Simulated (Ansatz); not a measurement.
# Elastic constants of Zn3AsN: input and output

The calculation used DFT PBE, scalar-relativistic, plane waves, PAW (Ansatz 0.2.0).

It can be run as:
```bash
ansatz run input.yaml --threads 1 --pin off --backend cpu --events-out ev --progress --plain --runs-dir out  # memory cap (--max-ram) not shown
```

Input (bare energies are in eV):
```yaml
crystal:
  lattice:
    - [4.1734074224, 0.0, 0.0]
    - [0.0, 4.1734074224, 0.0]
    - [0.0, 0.0, 4.1734074224]
  atoms:
    - { symbol: Zn, position: [0.0, 0.5, 0.5] }
    - { symbol: Zn, position: [0.5, 0.0, 0.5] }
    - { symbol: Zn, position: [0.5, 0.5, 0.0] }
    - { symbol: As, position: [0.0, 0.0, 0.0] }
    - { symbol: "N", position: [0.5, 0.5, 0.5] }
basis:
  ecutwfc: 420
kpoints:
  mp_grid: { grid: [8, 8, 8] }
hamiltonian:
  xc: pbe
scf:
  occupations: { method: fermi_dirac, width: 0.15 }
output:
  forces: true
  stress: true
  eigenvalues: true
elastic:
  mode: clamped_ion
  amplitude: 0.005
```

From the output:
```
--- Elastic constants: 2 strain directions × 4 members + reference (group order 48) ---
  dense FFT box of the reference and of every strained cell: 30×30×30
  strains applied: 11, 23; error gains: componentwise 1.00 (the most a stress slope's error grows in a printed constant), spectral 1.73 (1 for all six strains in a standard setting)
  C = ∂σ_k/∂η_j (tension-positive GPa; Voigt order 11 22 33 23 13 12):
       115.317     91.649     91.649     -0.000     -0.000     -0.000
        91.649    115.317     91.649     -0.000     -0.000     -0.000
        91.649     91.649    115.317     -0.000     -0.000     -0.000
        -0.000     -0.000     -0.000     22.605      0.000      0.000
         0.000      0.000     -0.000      0.000     22.605     -0.000
        -0.000      0.000      0.000      0.000     -0.000     22.605
  reference stress σ⁰ (GPa):     -0.003     -0.003     -0.003     -0.000     -0.000      0.000
  C* (energy form; C + prestress term) asymmetry max|C*_kj − C*_jk| = 4.263e-14 GPa — a small one proves nothing (zero by symmetry where the batch's group is 432, −43m or m−3m); a large one is finite-difference/SCF noise where every solve ...
  moduli (Voigt/Reuss/Hill, GPa): K = 99.54/99.54/99.54   G = 18.30/16.57/17.43   E = 49.42   ν = 0.417
  mechanically stable: yes (min eigenvalue of sym C = 22.60 GPa)
  strain η (Voigt 11):  stress-route row diagonal C_11 = 115.32 GPa, energy-path curvature d²(F+E_count+ΔE)/dδ²/Ω₀ = 116.05 GPa
    cells at ±δ against ±2δ: C11 115.41 and 115.68 GPa, apart by 0.24 % of the column's largest entry
         δ    σ_11 (GPa) F (eV) n_scf n_hpsi n_pw
    -1.000e-2      -1.2194      -15196.1135264      15   81586   1424
    -5.000e-3      -0.5948      -15196.1155789       7   53864   1428
     5.000e-3       0.5592      -15196.1155513       8   56483   1452
     1.000e-2       1.0942      -15196.1136969      12   65951   1460
  strain η (Voigt 23):  stress-route row diagonal C_44 = 22.60 GPa, energy-path curvature d²(F+E_count+ΔE)/dδ²/Ω₀ = 23.11 GPa
    cells at ±δ against ±2δ: C44 22.62 and 22.65 GPa, apart by 0.14 % of the column's largest entry
         δ    σ_23 (GPa) F (eV) n_scf n_hpsi n_pw
    -1.000e-2      -0.2265      -15196.1157047      12   94034   1440
    -5.000e-3      -0.1131      -15196.1160938       7   83175   1440
     5.000e-3       0.1131      -15196.1160938       7   81958   1440
     1.000e-2       0.2265      -15196.1157047      12  103259   1440
```

The cell was built by swapping an element in a database structure (itself possibly hypothetical) and relaxing; it need not be the stable form of this composition. In a metal, frequencies and elastic constants depend on the k mesh and the smearing, soft modes and shear constants most. A semilocal functional can close a gap that the real compound has.

Every atom sits on an inversion centre, so no strain shifts the atoms against each other, and clamped-ion and relaxed constants are the same.